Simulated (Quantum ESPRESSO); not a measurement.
# Hf2TaF3O5: one run as intended and one with a planted mistake

A calculation, not a measurement. The program is pw.x of Quantum ESPRESSO 7.5 (plane-wave density functional theory). The cell is made up: 11 atoms on a rutile lattice with one site empty, with randomly drawn elements, strain and displacements, not relaxed. PseudoDojo standard norm-conserving files (v0.5 for PBE, v0.4.1 for LDA and PBEsol) set the functional; there is no spin polarisation, spin-orbit coupling or dispersion term, and the masses in the input are unused placeholders.

The hafnium pseudopotential is less sure than the others, with forces about 3 percent (worst 6) and pressure in oxides about 1.5 GPa (worst 2.7) from a second method in checks, which no rerun with the same files tests.

Intended input:

```
&control calculation='scf', pseudo_dir='./dojo.nc.sr.pbe.v0_5.standard.upf', outdir='./o', disk_io='low', tprnfor=.true., tstress=.true. /
&system ibrav=0, nat=11, ntyp=4, nbnd=50, ecutwfc=84.00895049, nosym=.true., tot_charge=0,
 occupations='smearing', smearing='fd', degauss=0.0018374661
/
&electrons conv_thr=7.350e-09, electron_maxstep=60, /
ATOMIC_SPECIES
F 1.0 F.upf
Hf 1.0 Hf.upf
O 1.0 O.upf
Ta 1.0 Ta.upf
CELL_PARAMETERS angstrom
4.9201 0.0 0.0
0.0 4.9201 0.0
0.0 0.0 6.5062
ATOMIC_POSITIONS angstrom
Hf -0.0233 -0.0421 -0.0451
Ta 2.4721 2.5051 1.6346
Hf 2.4502 2.4459 4.9143
F 1.5027 1.5303 0.0315
F 3.3727 3.3761 -0.049
O 3.9754 0.957 1.5903
O 0.9587 3.9688 1.6284
O 1.5014 1.5049 3.1804
O 3.4435 3.4294 3.2759
O 3.9797 0.9697 4.8963
F 0.9183 3.9659 4.8634
K_POINTS automatic
5 5 4 1 1 1
```

The log is shortened where brackets say so; the opening notice, blank lines, dates and the lines on written files are dropped, and the path of the files is cut. It prints rydbergs, bohrs and kilobars, and counts compression as positive stress. Where no state is partly filled, the Fermi energy that it prints is only some level between the filled and the empty states on the mesh, and need not lie in the true gap.

Log of the intended run:

```
     Program PWSCF v.7.5
     Parallel version (MPI & OpenMP), running on       4 processor cores
     Number of MPI processes:                 4
     Threads/MPI process:                     1
     [start-up lines left out]
     bravais-lattice index     =            0
     lattice parameter (alat)  =       9.2976  a.u.
     unit-cell volume          =    1062.8497 (a.u.)^3
     number of atoms/cell      =           11
     number of atomic types    =            4
     number of electrons       =        88.00
     number of Kohn-Sham states=           50
     kinetic-energy cutoff     =      84.0090  Ry
     charge density cutoff     =     336.0358  Ry
     scf convergence threshold =      7.3E-09
     mixing beta               =       0.7000
     number of iterations used =            8  plain     mixing
     Exchange-correlation= PBE
                           (   1   4   3   4   0   0   0)
     [axes and pseudopotential details left out]
   Cartesian axes
     site n.     atom                  positions (alat units)
         1        Hf     tau(   1) = (  -0.0047357  -0.0085567  -0.0091665  )
         2        Ta     tau(   2) = (   0.5024491   0.5091563   0.3322290  )
         3        Hf     tau(   3) = (   0.4979980   0.4971240   0.9988212  )
         4        F      tau(   4) = (   0.3054206   0.3110303   0.0064023  )
         5        F      tau(   5) = (   0.6854942   0.6861852  -0.0099591  )
         6        O      tau(   6) = (   0.8079917   0.1945082   0.3232251  )
         7        O      tau(   7) = (   0.1948538   0.8066503   0.3309689  )
         8        O      tau(   8) = (   0.3051564   0.3058678   0.6464096  )
         9        O      tau(   9) = (   0.6998841   0.6970184   0.6658198  )
        10        O      tau(  10) = (   0.8088657   0.1970895   0.9951627  )
        11        F      tau(  11) = (   0.1866425   0.8060609   0.9884758  )
     number of k points=    50  Fermi-Dirac smearing, width (Ry)=  0.0018
                       cart. coord. in units 2pi/alat
        k(    1) = (   0.1000000   0.1000000   0.0945271), wk =   0.0400000
        k(    2) = (   0.1000000   0.1000000   0.2835814), wk =   0.0400000
     [further k points left out]
     Dense  grid:   110615 G-vectors     FFT dimensions: (  60,  60,  72)
     Estimated max dynamical RAM per process >     320.62 MB
     Estimated total dynamical RAM >       1.17 GB
     Initial potential from superposition of free atoms
     starting charge      87.9953, renormalised to      88.0000
     Starting wfcs are   62 randomized atomic wfcs
     total cpu time spent up to now is       16.2 secs
     per-process dynamical memory:   250.0 Mb
     Self-consistent Calculation
     iteration #  1     ecut=    84.01 Ry     beta= 0.70
     Davidson diagonalization with overlap
     ethr =  1.00E-02,  avg # of iterations =  2.0
     total cpu time spent up to now is       48.4 secs
     total energy              =    -666.96473901 Ry
     estimated scf accuracy    <       5.27569230 Ry
     iteration #  2     ecut=    84.01 Ry     beta= 0.70
     Davidson diagonalization with overlap
     ethr =  6.00E-03,  avg # of iterations =  6.7
     total cpu time spent up to now is       93.5 secs
     total energy              =    -660.43048326 Ry
     estimated scf accuracy    <      71.41042418 Ry
     [iterations 3 to 17 left out]
     iteration # 18     ecut=    84.01 Ry     beta= 0.70
     Davidson diagonalization with overlap
     ethr =  5.41E-11,  avg # of iterations =  4.9
     total cpu time spent up to now is      447.4 secs
     total energy              =    -669.96523009 Ry
     estimated scf accuracy    <          8.4E-09 Ry
     iteration # 19     ecut=    84.01 Ry     beta= 0.70
     Davidson diagonalization with overlap
     ethr =  9.54E-12,  avg # of iterations =  2.2
     total cpu time spent up to now is      464.4 secs
     End of self-consistent calculation
     [lines on levels left out]
     the Fermi energy is     7.4935 ev
!    total energy              =    -669.96523009 Ry
     estimated scf accuracy    <          3.2E-09 Ry
     smearing contrib. (-TS)   =      -0.00000000 Ry
     internal energy E=F+TS    =    -669.96523009 Ry
     The total energy is F=E-TS. E is the sum of the following terms:
     one-electron contribution =    -261.68827570 Ry
     hartree contribution      =     168.28525552 Ry
     xc contribution           =    -160.82364354 Ry
     ewald contribution        =    -415.73856638 Ry
     convergence has been achieved in  19 iterations
     Forces acting on atoms (cartesian axes, Ry/au):
     atom    1 type  2   force =    -0.05860356    0.10065765    0.11073468
     atom    2 type  4   force =    -0.00926718   -0.02807275    0.51164454
     atom    3 type  2   force =     0.07405750   -0.10006404   -0.42047778
     atom    4 type  1   force =    -0.02759136   -0.02556287   -0.00495502
     atom    5 type  1   force =     0.03714448    0.04490185    0.01549858
     atom    6 type  3   force =    -0.06783594    0.06212667   -0.13838731
     atom    7 type  3   force =     0.08125971   -0.08007503   -0.13962388
     atom    8 type  3   force =     0.10052073    0.10761838   -0.04196396
     atom    9 type  3   force =    -0.11014983   -0.09517371   -0.04400608
     atom   10 type  3   force =    -0.05120359    0.04196736    0.11398063
     atom   11 type  1   force =     0.03166905   -0.02832352    0.03755560
     Total force =     0.783035     Total SCF correction =     0.000127
     Computing stress (Cartesian axis) and pressure
          total   stress  (Ry/bohr**3)                   (kbar)     P=     -126.40
  -0.00064930   0.00076116  -0.00006774          -95.52      111.97       -9.97
   0.00076116  -0.00062890   0.00011293          111.97      -92.51       16.61
  -0.00006774   0.00011293  -0.00129951           -9.97       16.61     -191.16
     init_run     :     14.31s CPU     14.80s WALL (       1 calls)
     electrons    :    446.52s CPU    448.27s WALL (       1 calls)
     forces       :      3.10s CPU      3.13s WALL (       1 calls)
     stress       :     10.88s CPU     11.17s WALL (       1 calls)
     [timing details left out]
     PWSCF        :   7m56.29s CPU   7m58.97s WALL
     JOB DONE.
```

A second run has one planted mistake: the smearing is too wide. The input lines that differ, file-writing options aside:

```
- &system ibrav=0, nat=11, ntyp=4, nbnd=50, ecutwfc=84.00895049, nosym=.true., tot_charge=0,
+ &system ibrav=0, nat=11, ntyp=4, nbnd=68, ecutwfc=84.00895049, nosym=.true., tot_charge=0,
-  occupations='smearing', smearing='fd', degauss=0.0018374661
+  occupations='smearing', smearing='fd', degauss=0.0646788070
```

Its log:

```
     Program PWSCF v.7.5
     Parallel version (MPI & OpenMP), running on       4 processor cores
     Number of MPI processes:                 4
     Threads/MPI process:                     1
     [start-up lines left out]
     bravais-lattice index     =            0
     lattice parameter (alat)  =       9.2976  a.u.
     unit-cell volume          =    1062.8497 (a.u.)^3
     number of atoms/cell      =           11
     number of atomic types    =            4
     number of electrons       =        88.00
     number of Kohn-Sham states=           68
     kinetic-energy cutoff     =      84.0090  Ry
     charge density cutoff     =     336.0358  Ry
     scf convergence threshold =      7.3E-09
     mixing beta               =       0.7000
     number of iterations used =            8  plain     mixing
     Exchange-correlation= PBE
                           (   1   4   3   4   0   0   0)
     [axes and pseudopotential details left out]
   Cartesian axes
     site n.     atom                  positions (alat units)
         1        Hf     tau(   1) = (  -0.0047357  -0.0085567  -0.0091665  )
         2        Ta     tau(   2) = (   0.5024491   0.5091563   0.3322290  )
         3        Hf     tau(   3) = (   0.4979980   0.4971240   0.9988212  )
         4        F      tau(   4) = (   0.3054206   0.3110303   0.0064023  )
         5        F      tau(   5) = (   0.6854942   0.6861852  -0.0099591  )
         6        O      tau(   6) = (   0.8079917   0.1945082   0.3232251  )
         7        O      tau(   7) = (   0.1948538   0.8066503   0.3309689  )
         8        O      tau(   8) = (   0.3051564   0.3058678   0.6464096  )
         9        O      tau(   9) = (   0.6998841   0.6970184   0.6658198  )
        10        O      tau(  10) = (   0.8088657   0.1970895   0.9951627  )
        11        F      tau(  11) = (   0.1866425   0.8060609   0.9884758  )
     number of k points=    50  Fermi-Dirac smearing, width (Ry)=  0.0647
                       cart. coord. in units 2pi/alat
        k(    1) = (   0.1000000   0.1000000   0.0945271), wk =   0.0400000
        k(    2) = (   0.1000000   0.1000000   0.2835814), wk =   0.0400000
     [further k points left out]
     Dense  grid:   110615 G-vectors     FFT dimensions: (  60,  60,  72)
     Estimated max dynamical RAM per process >     389.39 MB
     Estimated total dynamical RAM >       1.44 GB
     Initial potential from superposition of free atoms
     starting charge      87.9953, renormalised to      88.0000
     Starting wfcs are   62 randomized atomic wfcs +    6 random wfcs
     total cpu time spent up to now is        9.7 secs
     per-process dynamical memory:   304.6 Mb
     Self-consistent Calculation
     iteration #  1     ecut=    84.01 Ry     beta= 0.70
     Davidson diagonalization with overlap
     ethr =  1.00E-02,  avg # of iterations =  6.8
     total cpu time spent up to now is       42.8 secs
     total energy              =    -667.37392012 Ry
     estimated scf accuracy    <       4.81994895 Ry
     iteration #  2     ecut=    84.01 Ry     beta= 0.70
     Davidson diagonalization with overlap
     ethr =  5.48E-03,  avg # of iterations =  3.2
     total cpu time spent up to now is       75.5 secs
     total energy              =    -661.63158134 Ry
     estimated scf accuracy    <      63.61321794 Ry
     [iterations 3 to 17 left out]
     iteration # 18     ecut=    84.01 Ry     beta= 0.70
     Davidson diagonalization with overlap
     ethr =  1.39E-11,  avg # of iterations =  2.0
     total cpu time spent up to now is      491.4 secs
     total energy              =    -670.16424638 Ry
     estimated scf accuracy    <       0.00000002 Ry
     iteration # 19     ecut=    84.01 Ry     beta= 0.70
     Davidson diagonalization with overlap
     ethr =  1.39E-11,  avg # of iterations =  1.3
     total cpu time spent up to now is      515.5 secs
     End of self-consistent calculation
     [lines on levels left out]
     the Fermi energy is     7.9281 ev
!    total energy              =    -670.16424638 Ry
     estimated scf accuracy    <          1.8E-09 Ry
     smearing contrib. (-TS)   =      -0.59397555 Ry
     internal energy E=F+TS    =    -669.57027083 Ry
     The total energy is F=E-TS. E is the sum of the following terms:
     one-electron contribution =    -261.96772097 Ry
     hartree contribution      =     168.99873508 Ry
     xc contribution           =    -160.86271856 Ry
     ewald contribution        =    -415.73856638 Ry
     convergence has been achieved in  19 iterations
     Forces acting on atoms (cartesian axes, Ry/au):
     atom    1 type  2   force =    -0.03435501    0.07247297    0.08872849
     atom    2 type  4   force =    -0.00918228   -0.01928317    0.35530863
     atom    3 type  2   force =     0.04746221   -0.07831398   -0.32811444
     atom    4 type  1   force =    -0.03236984   -0.03176185   -0.00095226
     atom    5 type  1   force =     0.04424947    0.04863562    0.01674385
     atom    6 type  3   force =    -0.05474079    0.05069512   -0.10178806
     atom    7 type  3   force =     0.06177913   -0.06098154   -0.10213564
     atom    8 type  3   force =     0.07372669    0.07848959   -0.01713205
     atom    9 type  3   force =    -0.08138745   -0.07039521   -0.02395047
     atom   10 type  3   force =    -0.04438853    0.03740578    0.08697142
     atom   11 type  1   force =     0.02920641   -0.02696333    0.02632052
     Total force =     0.578667     Total SCF correction =     0.000104
     Computing stress (Cartesian axis) and pressure
          total   stress  (Ry/bohr**3)                   (kbar)     P=      -62.37
  -0.00031818   0.00063292  -0.00006265          -46.81       93.11       -9.22
   0.00063292  -0.00029974   0.00009436           93.11      -44.09       13.88
  -0.00006265   0.00009436  -0.00065410           -9.22       13.88      -96.22
     init_run     :      9.24s CPU      9.56s WALL (       1 calls)
     electrons    :    493.21s CPU    505.92s WALL (       1 calls)
     forces       :      4.14s CPU      4.19s WALL (       1 calls)
     stress       :     14.36s CPU     14.74s WALL (       1 calls)
     [timing details left out]
     PWSCF        :   8m41.22s CPU   8m54.92s WALL
     JOB DONE.
```

|  | intended run | run with the mistake |
| --- | --- | --- |
| free energy (eV) | -9115.341 | -9118.049 |
| smearing term -TS (eV) | 0.0000 | -8.0814 |
| pressure (GPa) | -12.64 | -6.24 |
| largest force component (eV/Å) | 13.155 | 9.135 |
| largest change of a force component (eV/Å) |  | 4.020 |
| iterations | 19 | 19 |

For scale, a rerun of the intended cell at a cutoff of 1437 eV and k mesh 7 x 7 x 6 moved values by no more than 0.004 eV in energy, 0.03 GPa in stress and 0.002 eV/Å in force. The number of bands, nbnd, was set by rule from the electron count and the smearing, so it follows the mistake.